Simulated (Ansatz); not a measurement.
PbS:
```
PbS
1.0
    0.00000     2.98724     2.98724
    2.98724     0.00000     2.98724
    2.98724     2.98724     0.00000
Pb S
1 1
Cartesian
  0.00000   0.00000   0.00000
  2.98724   2.98724   2.98724
```

Relaxed with r²SCAN. Special points in fractions of this cell's reciprocal vectors: Γ (0.000, 0.000, 0.000); X (0.500, 0.000, 0.500); U (0.625, 0.250, 0.625); K (0.375, 0.375, 0.750); L (0.500, 0.500, 0.500); W (0.500, 0.250, 0.750).

Problem. List the band energies nearest the valence-band maximum at these points for r²SCAN in the plane-wave PAW code Ansatz.

Solution. In eV from the valence-band maximum; about four levels below and three above (degenerate sets whole), none deeper than 8.9 eV; points with the same levels are listed once.

```csv
k,below,above
Γ,-6.12 -2.21 -2.21 -2.21,5.51 5.51 5.51
X,-7.30 -5.18 -3.46 -3.46,4.24 5.94 6.02 6.02
U,-8.08 -4.77 -2.96 -2.47,3.63 4.41 5.40
L,-1.82 -1.82 0.00,0.69 2.24 2.24
W,-8.05 -4.42 -4.42 -1.05,2.49 5.01 5.01
```

Space group Fm-3m (rock salt). Symmetry was held in the r²SCAN relaxation. Scalar-relativistic: spin–orbit coupling is off unless named, which matters more the heavier the elements.

Potentials: the later of the program's two PAW sets.
